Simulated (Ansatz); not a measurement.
The relaxed structure here is a generated cell of WS2: the first start was made by placing the elements on the sites of a structure type, and the end was not matched to a known phase here, so it may be hypothetical. Known forms of WS2 include space group No. 194.

One stationary structure of WS$_{2}$. Space group P2₁/c (No. 14), AFLOW prototype A2B_mP12_14_2e_e (C43, as in ZrO2). These are PBEsol (plane waves to 420 eV, PAW, scalar-relativistic; Ansatz, an electronic-structure program) values and carry that method's errors.

```xyz
12
Lattice="5.8965 0.0000 0.0000 0.0000 5.8661 0.0000 -1.1315 0.0000 5.9468" Properties=species:S:1:pos:R:3 pbc="T T T"
W      1.4043     0.2858     1.1850
W      3.9265     3.2189     1.7884
W      3.3607     5.5803     4.7617
W      0.8386     2.6473     4.1584
S      0.0994     2.0671     1.9962
S      5.2314     5.0002     0.9772
S      4.6656     3.7990     3.9506
S     -0.4664     0.8659     4.9695
S      2.0763     4.4689     2.9446
S      3.2545     1.5358     0.0288
S      2.6887     1.3972     3.0022
S      1.5105     4.3303     5.9180
```

For WS2, the volume per atom is 17.14 Å³. The band gap is no gap on the sampled points, where the bands overlap only slightly; such a result is sensitive to mesh and level. The shortest distances is S–W 2.35 Å; S–S 2.86 Å and the k-mesh is 7×7×7.

Band energies at high-symmetry points (eV from the Fermi level; labels of this space group; no spin-orbit coupling), from −5 eV up to 2.3 eV:

```json
[
 {"point": "Γ", "energies": "-4.90 -4.37 -4.15 -3.97 -3.93 -3.71 -3.68 -3.06 -2.86 -2.15 -1.66 -1.29 -1.28 -1.02 -0.90 -0.69 -0.50 0.25 0.40 0.78 1.30 1.33 1.44 2.02 2.13 2.25 2.26"},
 {"point": "Z", "energies": "-4.90 -4.90 -4.46 -4.46 -3.88 -3.88 -3.28 -3.28 -3.07 -3.07 -2.50 -2.50 -2.07 -2.07 -0.76 -0.76 -0.08 -0.08 0.11 0.11 0.76 0.76 1.48 1.48 1.68 1.68 2.32 2.32"},
 {"point": "D", "energies": "-4.99 -4.99 -4.27 -4.27 -3.72 -3.72 -2.96 -2.96 -2.78 -2.78 -2.21 -2.21 -0.80 -0.80 -0.73 -0.73 0.42 0.42 0.94 0.94 1.09 1.09 1.69 1.69 2.09 2.09"},
 {"point": "B", "energies": "-4.82 -4.82 -4.47 -4.47 -4.33 -4.33 -3.71 -3.71 -2.95 -2.95 -2.65 -2.65 -1.76 -1.76 -0.74 -0.74 -0.20 -0.20 0.37 0.37 0.79 0.79 1.24 1.24 2.11 2.11"},
 {"point": "A", "energies": "-4.63 -4.63 -4.49 -4.49 -4.02 -4.02 -3.50 -3.50 -3.13 -3.13 -2.61 -2.61 -2.07 -2.07 -1.04 -1.04 0.03 0.03 0.40 0.40 0.63 0.63 1.03 1.03 1.90 1.90 2.20 2.20"},
 {"point": "E", "energies": "-4.93 -4.93 -4.66 -4.66 -4.45 -4.45 -3.81 -3.81 -3.20 -3.20 -3.14 -3.14 -2.60 -2.60 -0.63 -0.63 -0.54 -0.54 0.09 0.09 0.43 0.43 1.45 1.45 1.71 1.71"},
 {"point": "C2", "energies": "-4.92 -4.92 -4.43 -4.43 -4.05 -4.05 -3.63 -3.63 -3.33 -3.33 -2.50 -2.50 -2.46 -2.46 -0.51 -0.51 -0.08 -0.08 0.12 0.12 0.65 0.65 0.82 0.82 2.20 2.20"},
 {"point": "Y2", "energies": "-4.90 -4.62 -4.48 -4.44 -3.88 -3.68 -3.48 -3.19 -3.11 -2.66 -2.34 -2.24 -2.07 -1.71 -1.32 -0.52 -0.46 -0.34 0.26 0.35 0.56 0.79 1.35 1.54 1.89 1.89 2.27"}
]
```

No spin polarisation in the result.

The run could not lose the symmetry of its start: the end is stationary, and may be a saddle point rather than a minimum.
